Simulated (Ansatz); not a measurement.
SnGe:
Space group Pmma (No. 51); a = 4.2997 Å, b = 4.3295 Å, c = 6.1574 Å, α = 90.00°, β = 90.00°, γ = 90.00°

```json
[
 {"atom": "Ge", "site": "2e", "symmetry": "mm2", "x": "0.2500", "y": "0.0000", "z": "0.1091"},
 {"atom": "Sn", "site": "2f", "symmetry": "mm2", "x": "0.2500", "y": "0.5000", "z": "0.3569"}
]
```

Relaxed at zero pressure with PBEsol in the plane-wave PAW code Ansatz.

Q: The volume is raised by 3 % and shape and atoms relax at that volume. What pressure results, and how do the axes share the change?

A: -1.4 GPa; a 1.0 %, b 1.0 %, c 1.0 %; the energy rises by 4 meV/atom.

Q: Give the new structure.

A: 
Space group Pmma (No. 51); a = 4.341 Å, b = 4.373 Å, c = 6.219 Å, α = β = γ = 90.00°

```tsv
atom	site	symmetry	x	y	z
Ge	2e	mm2	0.2500	0.0000	0.1095
Sn	2f	mm2	0.2500	0.5000	0.3570
```

The phase is kept; no other phase was compared at this pressure.

The start of the workflow was typed in or built on a structure type; neither database checked (COD, Materials Project) lists it. Its standing as an ambient phase is unchecked. The cell was relaxed with PBEsol under the symmetry of its start; its stability against distortions is not shown here. Scalar-relativistic: spin–orbit coupling is off unless named, which matters more the heavier the elements.

Potentials: the later of the program's two PAW sets.
